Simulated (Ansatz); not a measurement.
What a trial cell of Y3LuO2 relaxes into

All numbers below come from Ansatz, DFT PBE, scalar-relativistic, plane waves, PAW. Cutoff 420 eV, Gaussian smearing, Γ-centred meshes. Cell and atoms relax first on a coarse mesh and then on a finer one. In between, the cell is made exact in the group found at 0.06 Å. In metals the finer mesh still leaves noise of several meV/atom or more. The steps can't lower the symmetry of their start. No spin polarisation.

Recipe of this trial structure of Y3LuO2: random cell by space group and Wyckoff sites (P6/mmm, No. 191). Its size is a rough estimate.

```cif
data_structure
_symmetry_space_group_name_H-M 'P6/mmm'
_symmetry_Int_Tables_number 191
_cell_length_a 5.1540
_cell_length_b 5.1540
_cell_length_c 4.8740
_cell_angle_alpha 90.000
_cell_angle_beta 90.000
_cell_angle_gamma 120.000
_cell_volume 112.13
loop_
_atom_site_label
_atom_site_type_symbol
_atom_site_symmetry_multiplicity
_atom_site_Wyckoff_symbol
_atom_site_fract_x
_atom_site_fract_y
_atom_site_fract_z
_atom_site_occupancy
Y1 Y 3 g 0.50000 0.00000 0.50000 1
Lu1 Lu 1 b 0.00000 0.00000 0.50000 1
O1 O 2 e 0.00000 0.00000 0.12074 1
```

The zero of energy is the elements' standard structures at the same level (O₂ as a molecule); no fitted shifts are applied.

Question: Which structure results?

Answer: The symmetry stays P6/mmm (No. 191). The volume per atom grows by 97.8 %, from 18.7 to 37.0 Å³. The shortest distance goes from 1.18 Å (O–O) to 1.35 Å (O–O). The end holds O–O pairs (shortest 1.35 Å, as in superoxide). The ratio c/a of the conventional cell changes by a factor of 0.82. The energy falls by about 2.0 eV/atom (the start's value is from the coarse mesh). Conventional cell: a = 6.925 Å, c = 5.339 Å. Y is surrounded by 4 Y at 3.46 Å, 2 Lu at 3.46 Å and 4 O at 4.00 Å; Lu has 2 O at 2.00 Å, 2 O at 3.34 Å and 6 Y at 3.46 Å; O has 1 O at 1.35 Å, 1 Lu at 2.00 Å, 1 Lu at 3.34 Å, 1 O at 3.99 Å and 6 Y at 4.00 Å.

```xyz
6
Lattice="6.9253 0.0000 0.0000 -3.4627 5.9975 0.0000 0.0000 0.0000 5.3386" Properties=species:S:1:pos:R:3 pbc="T T T"
Y     3.4627    0.0000    2.6693
Y    -1.7313    2.9988    2.6693
Y     1.7313    2.9988    2.6693
Lu    0.0000    0.0000    2.6693
O     0.0000    0.0000    0.6731
O     0.0000    0.0000    4.6655
```

Question: How does it come out in energy, and is it a metal?

Answer:

- Energy over the elements: +0.21 eV/atom
- Gap on the 6×6×8 mesh of the 6-atom cell: 0 eV (a metal)

A positive value: parting into the elements would lower its energy.

The last run used Gaussian smearing of 0.10 eV. The cell is a metal run without spin; a magnetic state may lie lower. A structure relaxed within its symmetry needn't be a true minimum. Another cell of Y3LuO2 relaxed alike, in R-3m, lies 2.06 eV/atom lower, so this cell isn't the stable form at this level.
